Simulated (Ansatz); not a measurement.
Start of a relaxation of AlOsC6N6:

```cif
data_structure
_symmetry_space_group_name_H-M 'Fm-3m'
_symmetry_Int_Tables_number 225
_cell_length_a 10.0570
_cell_length_b 10.0570
_cell_length_c 10.0570
_cell_angle_alpha 90.000
_cell_angle_beta 90.000
_cell_angle_gamma 90.000
_cell_volume 1017.20
loop_
_atom_site_label
_atom_site_type_symbol
_atom_site_symmetry_multiplicity
_atom_site_Wyckoff_symbol
_atom_site_fract_x
_atom_site_fract_y
_atom_site_fract_z
_atom_site_occupancy
Al1 Al 4 b 0.50000 0.00000 0.00000 1
Os1 Os 4 a 0.00000 0.00000 0.00000 1
C1 C 24 e 0.18853 0.00000 0.00000 1
N1 N 24 e 0.30486 0.00000 0.00000 1
```

Method: Ansatz, DFT PBE, scalar-relativistic, plane waves, PAW. Cutoff 420 eV, Gaussian smearing, Γ-centred meshes. Cell and atoms relax first on a coarse mesh and then on a finer one. In between, the cell is made exact in the group found at 0.06 Å. In metals the finer mesh still leaves noise of several meV/atom or more. The steps can't lower the symmetry of their start. Collinear spin, starting moments Os 1.0 μB.

A guess keeps its type if space group and coordination stay and the shape of the cell changes little (axis ratios within about 15 %, angles within 6°); the volume may change.

Question: Does this structure survive the relaxation?

Answer: It keeps its type. The symmetry stays Fm-3m (No. 225). The volume per atom grows by 8.4 %, from 18.2 to 19.7 Å³. The shortest distance stays 1.17 Å (C–N). Counting neighbours within 15 % of an atom's shortest distance, the start has Al 6, C 1, N 1, Os 6 and the end Al 6, C 1, N 1, Os 6.

The last run used collinear spin, a 6×6×6 mesh for its 14-atom cell and Gaussian smearing of 0.10 eV. These runs have no spin–orbit coupling, which can matter for Os. The magnetic state reached may not be the lowest. Symmetry constrained the relaxation, so the result can be a saddle point.
